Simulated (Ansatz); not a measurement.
Y:
```yaml
crystal:
  lattice:
    - [3.54326, 0.00000, 0.00000]
    - [-1.77163, 3.06855, 0.00000]
    - [0.00000, 0.00000, 5.50453]
  atoms:
    - { symbol: Y, position: [0.33333, 0.66667, 0.75000] }
    - { symbol: Y, position: [0.66667, 0.33333, 0.25000] }
```

Relaxed with LDA. Special points in fractions of this cell's reciprocal vectors: Γ (0.000, 0.000, 0.000); M (0.500, 0.000, 0.000); K (0.333, 0.333, 0.000); A (0.000, 0.000, 0.500); L (0.500, 0.000, 0.500); H (0.333, 0.333, 0.500).

Question: List the band energies nearest the Fermi level at these points for the program Ansatz at the LDA level (PAW).

Answer: In eV from the Fermi level; about four levels below and three above (degenerate sets whole), none deeper than 8.9 eV; points with the same levels are listed once.

```json
[
 {"k": "Γ", "below": "-4.78 -2.00", "above": "1.33 1.76 1.76"},
 {"k": "M", "below": "-1.71 -1.38 -0.95", "above": "0.08 1.42 1.58"},
 {"k": "K", "below": "-0.91 -0.65 -0.65 -0.42", "above": "1.15 1.15 2.53"},
 {"k": "A", "below": "-3.21 -3.21", "above": "1.02 1.02 1.65 1.65 1.65 1.65"},
 {"k": "L", "below": "-1.80 -1.80", "above": "0.05 0.05 1.68 1.68"},
 {"k": "H", "below": "-0.46 -0.46 -0.41 -0.41", "above": "0.56 0.56 2.90 2.90"}
]
```

Space group P6_3/mmc (hcp (Mg type)). The LDA relaxation kept the symmetry of its start. The run is not spin-polarised. Scalar-relativistic: spin–orbit coupling is off unless named, which matters more the heavier the elements.

Potentials: the later of the program's two PAW sets.
